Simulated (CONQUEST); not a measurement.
A self-consistent single point of 2 x 2 x 2 supercell of AgP (AgP, 64 atoms in the cell; host: space group no. 198; prototype structure).

```yaml
crystal:
  lattice:
    - [9.50430, 0.00000, 0.00000]
    - [0.00000, 9.50430, 0.00000]
    - [0.00000, 0.00000, 9.50430]
  atoms:
    - { symbol: Ag, position: [0.06826, 0.06826, 0.06826] }
    - { symbol: Ag, position: [0.06826, 0.06826, 0.56826] }
    - { symbol: Ag, position: [0.06826, 0.56826, 0.06826] }
    - { symbol: Ag, position: [0.06826, 0.56826, 0.56826] }
    - { symbol: Ag, position: [0.56826, 0.06826, 0.06826] }
    - { symbol: Ag, position: [0.56826, 0.06826, 0.56826] }
    - { symbol: Ag, position: [0.56826, 0.56826, 0.06826] }
    - { symbol: Ag, position: [0.56826, 0.56826, 0.56826] }
    - { symbol: Ag, position: [0.31826, 0.18174, 0.43174] }
    - { symbol: Ag, position: [0.31826, 0.18174, 0.93174] }
    - { symbol: Ag, position: [0.31826, 0.68174, 0.43174] }
    - { symbol: Ag, position: [0.31826, 0.68174, 0.93174] }
    - { symbol: Ag, position: [0.81826, 0.18174, 0.43174] }
    - { symbol: Ag, position: [0.81826, 0.18174, 0.93174] }
    - { symbol: Ag, position: [0.81826, 0.68174, 0.43174] }
    - { symbol: Ag, position: [0.81826, 0.68174, 0.93174] }
    - { symbol: Ag, position: [0.43174, 0.31826, 0.18174] }
    - { symbol: Ag, position: [0.43174, 0.31826, 0.68174] }
    - { symbol: Ag, position: [0.43174, 0.81826, 0.18174] }
    - { symbol: Ag, position: [0.43174, 0.81826, 0.68174] }
    - { symbol: Ag, position: [0.93174, 0.31826, 0.18174] }
    - { symbol: Ag, position: [0.93174, 0.31826, 0.68174] }
    - { symbol: Ag, position: [0.93174, 0.81826, 0.18174] }
    - { symbol: Ag, position: [0.93174, 0.81826, 0.68174] }
    - { symbol: Ag, position: [0.18174, 0.43174, 0.31826] }
    - { symbol: Ag, position: [0.18174, 0.43174, 0.81826] }
    - { symbol: Ag, position: [0.18174, 0.93174, 0.31826] }
    - { symbol: Ag, position: [0.18174, 0.93174, 0.81826] }
    - { symbol: Ag, position: [0.68174, 0.43174, 0.31826] }
    - { symbol: Ag, position: [0.68174, 0.43174, 0.81826] }
    - { symbol: Ag, position: [0.68174, 0.93174, 0.31826] }
    - { symbol: Ag, position: [0.68174, 0.93174, 0.81826] }
    - { symbol: P, position: [0.42120, 0.42120, 0.42120] }
    - { symbol: P, position: [0.42120, 0.42120, 0.92120] }
    - { symbol: P, position: [0.42120, 0.92120, 0.42120] }
    - { symbol: P, position: [0.42120, 0.92120, 0.92120] }
    - { symbol: P, position: [0.92120, 0.42120, 0.42120] }
    - { symbol: P, position: [0.92120, 0.42120, 0.92120] }
    - { symbol: P, position: [0.92120, 0.92120, 0.42120] }
    - { symbol: P, position: [0.92120, 0.92120, 0.92120] }
    - { symbol: P, position: [0.17120, 0.32880, 0.07880] }
    - { symbol: P, position: [0.17120, 0.32880, 0.57880] }
    - { symbol: P, position: [0.17120, 0.82880, 0.07880] }
    - { symbol: P, position: [0.17120, 0.82880, 0.57880] }
    - { symbol: P, position: [0.67120, 0.32880, 0.07880] }
    - { symbol: P, position: [0.67120, 0.32880, 0.57880] }
    - { symbol: P, position: [0.67120, 0.82880, 0.07880] }
    - { symbol: P, position: [0.67120, 0.82880, 0.57880] }
    - { symbol: P, position: [0.07880, 0.17120, 0.32880] }
    - { symbol: P, position: [0.07880, 0.17120, 0.82880] }
    - { symbol: P, position: [0.07880, 0.67120, 0.32880] }
    - { symbol: P, position: [0.07880, 0.67120, 0.82880] }
    - { symbol: P, position: [0.57880, 0.17120, 0.32880] }
    - { symbol: P, position: [0.57880, 0.17120, 0.82880] }
    - { symbol: P, position: [0.57880, 0.67120, 0.32880] }
    - { symbol: P, position: [0.57880, 0.67120, 0.82880] }
    - { symbol: P, position: [0.32880, 0.07880, 0.17120] }
    - { symbol: P, position: [0.32880, 0.07880, 0.67120] }
    - { symbol: P, position: [0.32880, 0.57880, 0.17120] }
    - { symbol: P, position: [0.32880, 0.57880, 0.67120] }
    - { symbol: P, position: [0.82880, 0.07880, 0.17120] }
    - { symbol: P, position: [0.82880, 0.07880, 0.67120] }
    - { symbol: P, position: [0.82880, 0.57880, 0.17120] }
    - { symbol: P, position: [0.82880, 0.57880, 0.67120] }
```

Computed with PBE, numerical atomic orbitals double-zeta with polarisation (the shipped basis), PseudoDojo norm-conserving potentials made for PBE run with CONQUEST.

CONQUEST settings:

```
key                                             value
---------------------  ------------------------------
basis                                             DZP
Diag.MPMeshX, Y, Z                              2 2 2
potentials             PseudoDojo norm-conserving PBE
Grid.GridCutoff                                140 Ha
DM.SolutionMethod                              diagon
Diag.kT                                   0.003675 Ha
Diag.GammaCentred                                true
Diag.KProcGroups                                    4
minE.SCTolerance                              1.0e-06
SC.MaxIters                                       100
SC.LinearMixingFactor                             0.5
SC.KerkerPreCondition                            true
SC.KerkerFactor                            0.3 1/bohr
AtomMove.TypeOfRun                             static
```

Results:

| Quantity | Result |
|---|---|
| Number of valence electrons | 768 |
| Number of bands | 1024 |
| Number of k-points after the program's reduction | 8 |
| Size of the basis | 1024 |
| Number of SCF iterations | 9 |
| FFT grid | 96 × 96 × 96 |
| Free energy E − TS | -140934.3503 eV |
| Fermi level (on the code's own zero) | -3.56 eV |
| Pressure | 52.03 GPa |
| Largest force (vector length) | 1.819 eV/Å |

Stress (GPa, positive for compression):
```
52.03   0.00   0.00
 0.00  52.03   0.00
 0.00   0.00  52.03
```

The cell was set up from a structure prototype or typed lattice constants and was not relaxed beforehand at this level. The program uses no crystal symmetry, so grid and mesh can part values that symmetry would make equal. The atom-centred basis is finite, which shifts total energies, pressures and forces against plane waves. Forces above 1 eV/Å remain at this geometry, of which the finite basis can carry a part. The cell is neutral and was run without spin polarisation; atoms start from ideal sites unless a change or a relaxation is shown. No clean gap shows at this smearing width and mesh (spacing up to 0.33 Å⁻¹); the mesh is coarse for partly filled bands, so the values carry mesh errors. At this pressure the cell is far from its equilibrium volume at this level.

Cost, summed over 4 cores: roughly 12 core-minutes.
